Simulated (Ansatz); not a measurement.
Problem. FeS$_{2}$ in space group Pa-3 (No. 205; Fe on 4a, S on 8c) is relaxed with the program Ansatz at the LDA level (PAW). What lattice parameters of the conventional cell result?

Solution. a = 5.284 Å.

Problem. Give the free coordinates with the occupied sites.

Solution. In one choice of origin and axes:

```csv
atom,site,symmetry,x,y,z
Fe,4a,.-3.,0.0000,0.0000,0.0000
S,8c,.3.,0.3813,0.3813,0.3813
```

Problem. Is it a metal or does it have a gap at this level?

Solution. A gap of 0.19 eV, indirect.

The LDA relaxation kept the symmetry of its start; phonons on a q-mesh show no instability. The run is not spin-polarised.

Potentials: the later of the program's two PAW sets.
